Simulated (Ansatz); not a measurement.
Ag$_{3}$SI in space group R3 (No. 146; Ag on 9b, S on 3a, I on 3a) at seven volumes, PBEsol in the plane-wave PAW code Ansatz, shape and atoms relaxed at each. One row is withheld.

```
V (Å³/atom)  P (GPa)
-----------  -------
20.158          7.03
20.822          4.20
21.487          1.89
22.151          0.00
22.816         -1.54
23.480         -2.76
24.145             ?
```

**Question.** Fit the shown pressures and predict the withheld one.

**Answer.** Third-order Birch–Murnaghan: P = (3/2)B₀(x^(7/2) − x^(5/2))[1 + (3/4)(B′ − 4)(x − 1)] with x = (V₀/V)^(2/3). Least squares on the six rows gives V₀ = 22.152 Å³/atom, B₀ = 56.48 GPa, B′ = 5.91. At V = 24.145, x = 0.9442 and P = -3.77 GPa. The run itself gave -3.73 GPa.

The workflow started from an entry of the Crystallography Open Database (COD), which files this formula under 2 space groups. Whether it is the stable phase at ambient conditions was not checked. The PBEsol relaxation kept the symmetry of its start; whether a distortion lowers the energy is not shown. No spin polarisation was allowed. Scalar-relativistic: spin–orbit coupling is off unless named, which matters more the heavier the elements.

Potentials: the later of the program's two PAW sets.
